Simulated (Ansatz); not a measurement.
Consider the following.

Starting cell, Zr (hcp, Mg type):

```xyz
2
Lattice="3.1847 0.0000 0.0000 -1.5924 2.7581 0.0000 0.0000 0.0000 5.1172" Properties=species:S:1:pos:R:3 pbc="T T T"
Zr     0.0000     1.8387     3.8379
Zr     1.5924     0.9194     1.2793
```

Scan: atom 1 (Zr, nearest neighbour Zr at 3.151 Å; its periodic images, 3.2 Å or more away, move with it) is displaced along Cartesian [110], direction (0.707, 0.707, 0.000) in Cartesian axes, by s. The other atoms stay.

These are PBEsol (plane waves to 420 eV, PAW, scalar-relativistic; Ansatz, a program for electronic structure) values and carry that method's errors. k mesh 14×14×8 (Γ-centred), Fermi-Dirac smearing 0.05 eV. The energy includes the smearing's −TS. With partly filled bands, energies and forces of such displacements shift with the k mesh and the smearing. The PAW data are Ansatz's earlier set. Zr is run without spin polarisation. Zr was relaxed with its symmetry unable to fall. ΔE is measured from the undisplaced structure.

The scan covers s from -0.320 to 0.320 Å in 11 points.

Task: Is this a single well or a double well?

Result: A single well with its minimum at or next to zero displacement.

Task: Is the energy the same for displacements of ±0.320 Å, and if not, which side lies higher?

Result: Not even: the negative side lies higher at ±0.320 Å. With its periodic images moving along, the atom's site symmetry in this cell is -6m2.

Task: What is the force constant k = d²E/ds² of this move at s = 0?

Result: 0.65 eV/Å².

(A displaced cell: forces are minus the slopes of the energy, force constants its curvatures, and phonons follow from these.)
